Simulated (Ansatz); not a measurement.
CuI (zinc blende)

```xyz
2
Lattice="0.0000 3.0389 3.0389 3.0389 0.0000 3.0389 3.0389 3.0389 0.0000" Properties=species:S:1:pos:R:3 pbc="T T T"
I      4.5584     4.5584     4.5584
Cu     0.0000     0.0000     0.0000
```

The volume is varied about the relaxed value V₀ at fixed cell shape. Symmetry pins the atoms to their sites.

The numbers are results of PBE (plane waves to 420 eV, PAW, scalar-relativistic; Ansatz, a quantum-chemistry and plane-wave program), not measurements. k mesh 9×9×9 (Γ-centred), Fermi-Dirac smearing 0.05 eV. The energy includes the smearing's −TS. Stress and pressure are positive under compression. CuI is run without spin polarisation. CuI was relaxed with its symmetry unable to fall. Spin-orbit coupling is left out, though I is heavy. The PAW data are Ansatz's earlier set. ΔE is measured from the relaxed starting cell.

| V (Å³/atom) | ΔE (meV/atom) |
|---|---|
| 25.258 | 42.6 |
| 25.959 | 22.6 |
| 26.661 | withheld |
| 27.363 | 2.2 |
| 28.064 | 0.0 |
| 28.766 | 2.0 |
| 29.467 | 7.7 |
| 30.169 | 16.6 |
| 30.871 | 28.1 |

Fit a third-order Birch-Murnaghan form (E₀, V₀, B₀, B₀′ free) to the given rows and predict ΔE at V = 26.661.

Least squares on the 8 given rows: ΔE = E₀ + (9V₀B₀/16)·y²·[2 + (B₀′ − 4)y], y = (V₀/V)^(2/3) − 1, with V₀ = 28.062 Å³/atom, B₀ = 39.13 GPa (160.2 GPa = 1 eV/Å³; the term in eV is multiplied by 1000), B₀′ = 5.27, E₀ = -0.03 meV/atom; root-mean-square residual 0.02 meV/atom. At 26.661 the fit gives 9.5 meV/atom; the calculation gives 9.5 meV/atom, the same to the digits shown. For the pressure the fit gives 2.29 GPa against the computed 2.29 GPa.

(Under strain, the slope of the energy per volume gives the stress and its curvature an elastic modulus.)
